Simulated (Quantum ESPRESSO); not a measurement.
# BSi2O5F: input and log of a self-consistent run

A calculation, not a measurement. The program is pw.x of Quantum ESPRESSO 7.5 (plane-wave density functional theory). The cell is made up: 9 atoms on a quartz lattice, with randomly drawn elements, strain and displacements, not relaxed. PseudoDojo standard norm-conserving files (v0.5 for PBE, v0.4.1 for LDA and PBEsol) set the functional; there is no spin polarisation, spin-orbit coupling or dispersion term, and the masses in the input are unused placeholders.

Input:

```
&control calculation='scf', pseudo_dir='./dojo.nc.sr.pbe.v0_5.standard.upf', outdir='./o', disk_io='low', tprnfor=.true., tstress=.true. /
&system ibrav=0, nat=9, ntyp=4, nbnd=30, ecutwfc=84.00895049, nosym=.true., tot_charge=0,
 occupations='smearing', smearing='fd', degauss=0.0018374661
/
&electrons conv_thr=7.350e-09, electron_maxstep=60, /
ATOMIC_SPECIES
B 1.0 B.upf
F 1.0 F.upf
O 1.0 O.upf
Si 1.0 Si.upf
CELL_PARAMETERS angstrom
4.9444 -0.0103 -0.0361
-2.4812 4.3502 0.0939
-0.0396 0.0961 5.4239
ATOMIC_POSITIONS angstrom
B 2.3428 0.058 3.5289
Si -1.2621 2.0548 1.8223
Si 1.3214 2.3804 0.0834
O 1.2898 1.2632 4.3401
O 3.2425 0.6384 2.4837
O 2.9292 2.5948 0.6736
F 0.4096 1.7719 1.0358
O -1.1872 3.1032 3.0781
O 0.8012 3.7136 4.9211
K_POINTS automatic
5 5 4 1 1 1
```

The log is shortened where brackets say so; the opening notice, blank lines, dates and the lines on written files are dropped, and the path of the files is cut. It prints rydbergs, bohrs and kilobars, and counts compression as positive stress. With no partly filled state, the Fermi energy that it prints is only some level between the filled and the empty states on the mesh, and need not lie in the true gap.

```
     Program PWSCF v.7.5
     Parallel version (MPI & OpenMP), running on       4 processor cores
     Number of MPI processes:                 4
     Threads/MPI process:                     1
     [start-up lines left out]
     bravais-lattice index     =            0
     lattice parameter (alat)  =       9.3438  a.u.
     unit-cell volume          =     786.0633 (a.u.)^3
     number of atoms/cell      =            9
     number of atomic types    =            4
     number of electrons       =        48.00
     number of Kohn-Sham states=           30
     kinetic-energy cutoff     =      84.0090  Ry
     charge density cutoff     =     336.0358  Ry
     scf convergence threshold =      7.3E-09
     mixing beta               =       0.7000
     number of iterations used =            8  plain     mixing
     Exchange-correlation= PBE
                           (   1   4   3   4   0   0   0)
     [axes and pseudopotential details left out]
   Cartesian axes
     site n.     atom                  positions (alat units)
         1        B      tau(   1) = (   0.4738153   0.0117301   0.7136960  )
         2        Si     tau(   2) = (  -0.2552511   0.4155693   0.3685477  )
         3        Si     tau(   3) = (   0.2672441   0.4814197   0.0168671  )
         4        O      tau(   4) = (   0.2608533   0.2554736   0.8777556  )
         5        O      tau(   5) = (   0.6557735   0.1291120   0.5023114  )
         6        O      tau(   6) = (   0.5924107   0.5247806   0.1362310  )
         7        F      tau(   7) = (   0.0828388   0.3583547   0.2094835  )
         8        O      tau(   8) = (  -0.2401031   0.6276010   0.6225247  )
         9        O      tau(   9) = (   0.1620372   0.7510503   0.9952589  )
     number of k points=    50  Fermi-Dirac smearing, width (Ry)=  0.0018
                       cart. coord. in units 2pi/alat
        k(    1) = (   0.1011704   0.1689554   0.1116978), wk =   0.0400000
        k(    2) = (   0.1028267   0.1649789   0.3396856), wk =   0.0400000
     [further k points left out]
     Dense  grid:    81779 G-vectors     FFT dimensions: (  60,  60,  60)
     Estimated max dynamical RAM per process >     165.68 MB
     Estimated total dynamical RAM >     602.80 MB
     Initial potential from superposition of free atoms
     starting charge      47.9985, renormalised to      48.0000
     Starting wfcs are   36 randomized atomic wfcs
     total cpu time spent up to now is        2.6 secs
     per-process dynamical memory:   129.9 Mb
     Self-consistent Calculation
     iteration #  1     ecut=    84.01 Ry     beta= 0.70
     Davidson diagonalization with overlap
     ethr =  1.00E-02,  avg # of iterations =  3.0
     total cpu time spent up to now is        7.0 secs
     total energy              =    -236.81802670 Ry
     estimated scf accuracy    <       2.27374528 Ry
     iteration #  2     ecut=    84.01 Ry     beta= 0.70
     Davidson diagonalization with overlap
     ethr =  4.74E-03,  avg # of iterations =  2.1
     total cpu time spent up to now is       11.1 secs
     total energy              =    -237.38213183 Ry
     estimated scf accuracy    <       2.03588138 Ry
     iteration #  3     ecut=    84.01 Ry     beta= 0.70
     Davidson diagonalization with overlap
     ethr =  4.24E-03,  avg # of iterations =  2.0
     total cpu time spent up to now is       14.7 secs
     total energy              =    -237.75686710 Ry
     estimated scf accuracy    <       0.06185206 Ry
     iteration #  4     ecut=    84.01 Ry     beta= 0.70
     Davidson diagonalization with overlap
     ethr =  1.29E-04,  avg # of iterations =  5.0
     total cpu time spent up to now is       19.2 secs
     total energy              =    -237.77769367 Ry
     estimated scf accuracy    <       0.00966038 Ry
     iteration #  5     ecut=    84.01 Ry     beta= 0.70
     Davidson diagonalization with overlap
     ethr =  2.01E-05,  avg # of iterations =  5.6
     total cpu time spent up to now is       23.7 secs
     total energy              =    -237.77868888 Ry
     estimated scf accuracy    <       0.00191777 Ry
     iteration #  6     ecut=    84.01 Ry     beta= 0.70
     Davidson diagonalization with overlap
     ethr =  4.00E-06,  avg # of iterations =  3.8
     total cpu time spent up to now is       27.7 secs
     total energy              =    -237.77890382 Ry
     estimated scf accuracy    <       0.00025638 Ry
     iteration #  7     ecut=    84.01 Ry     beta= 0.70
     Davidson diagonalization with overlap
     ethr =  5.34E-07,  avg # of iterations =  2.2
     total cpu time spent up to now is       31.6 secs
     total energy              =    -237.77894892 Ry
     estimated scf accuracy    <       0.00003199 Ry
     iteration #  8     ecut=    84.01 Ry     beta= 0.70
     Davidson diagonalization with overlap
     ethr =  6.66E-08,  avg # of iterations =  2.1
     total cpu time spent up to now is       35.4 secs
     total energy              =    -237.77895800 Ry
     estimated scf accuracy    <       0.00000387 Ry
     iteration #  9     ecut=    84.01 Ry     beta= 0.70
     Davidson diagonalization with overlap
     ethr =  8.06E-09,  avg # of iterations =  2.0
     total cpu time spent up to now is       39.1 secs
     total energy              =    -237.77895862 Ry
     estimated scf accuracy    <       0.00000054 Ry
     iteration # 10     ecut=    84.01 Ry     beta= 0.70
     Davidson diagonalization with overlap
     ethr =  1.13E-09,  avg # of iterations =  2.0
     total cpu time spent up to now is       42.6 secs
     total energy              =    -237.77895869 Ry
     estimated scf accuracy    <       0.00000007 Ry
     iteration # 11     ecut=    84.01 Ry     beta= 0.70
     Davidson diagonalization with overlap
     ethr =  1.53E-10,  avg # of iterations =  2.1
     total cpu time spent up to now is       46.3 secs
     End of self-consistent calculation
          k = 0.1012 0.1690 0.1117 ( 10211 PWs)   bands (ev):
   -25.6523 -17.7380 -16.2276 -15.6628 -14.4950 -13.5060  -9.4426  -6.4281
    -5.9847  -5.7511  -5.0350  -3.1342  -2.6587  -1.8850  -1.7618  -1.1813
    -0.2404   0.2080   0.4834   0.6527   1.0408   1.7673   2.1933   2.6461
     6.3990   9.1779   9.4097  10.1727  10.4794  10.9989
     [levels at the other k points left out]
     the Fermi energy is     4.4881 ev
!    total energy              =    -237.77895871 Ry
     estimated scf accuracy    <          5.0E-09 Ry
     smearing contrib. (-TS)   =       0.00000000 Ry
     internal energy E=F+TS    =    -237.77895871 Ry
     The total energy is F=E-TS. E is the sum of the following terms:
     one-electron contribution =    -119.80427230 Ry
     hartree contribution      =      84.27186752 Ry
     xc contribution           =     -61.91833683 Ry
     ewald contribution        =    -140.32821710 Ry
     convergence has been achieved in  11 iterations
     Forces acting on atoms (cartesian axes, Ry/au):
     atom    1 type  1   force =    -0.02554003    0.00644051    0.05901594
     atom    2 type  4   force =     0.09740779   -0.06596529    0.37375507
     atom    3 type  4   force =     0.38079230   -0.14280706   -0.31497096
     atom    4 type  3   force =     0.09393058   -0.07457337   -0.03288841
     atom    5 type  3   force =    -0.05665276   -0.05119528    0.03138017
     atom    6 type  3   force =    -0.21648727    0.07377750   -0.23881353
     atom    7 type  2   force =    -0.23091587   -0.14588937    0.29084263
     atom    8 type  3   force =     0.12210098    0.09505295    0.00345604
     atom    9 type  3   force =    -0.16463572    0.30515941   -0.17177695
     Total force =     0.941712     Total SCF correction =     0.000087
     Computing stress (Cartesian axis) and pressure
          total   stress  (Ry/bohr**3)                   (kbar)     P=        4.93
  -0.00005892  -0.00024457   0.00012184           -8.67      -35.98       17.92
  -0.00024457  -0.00010094  -0.00123833          -35.98      -14.85     -182.17
   0.00012184  -0.00123833   0.00026037           17.92     -182.17       38.30
     init_run     :      2.42s CPU      2.52s WALL (       1 calls)
     electrons    :     43.49s CPU     43.79s WALL (       1 calls)
     forces       :      0.74s CPU      0.75s WALL (       1 calls)
     stress       :      2.38s CPU      2.38s WALL (       1 calls)
     [timing details left out]
     PWSCF        :     49.11s CPU     49.57s WALL
     JOB DONE.
```

In other units: free energy -3235.148 eV for the cell, pressure 0.49 GPa, largest force component 9.791 eV/Å. A rerun of this cell at a cutoff of 1437 eV and k mesh 7 x 7 x 6 moved values by no more than 0.002 eV in energy, 0.03 GPa in stress and 0.003 eV/Å in force.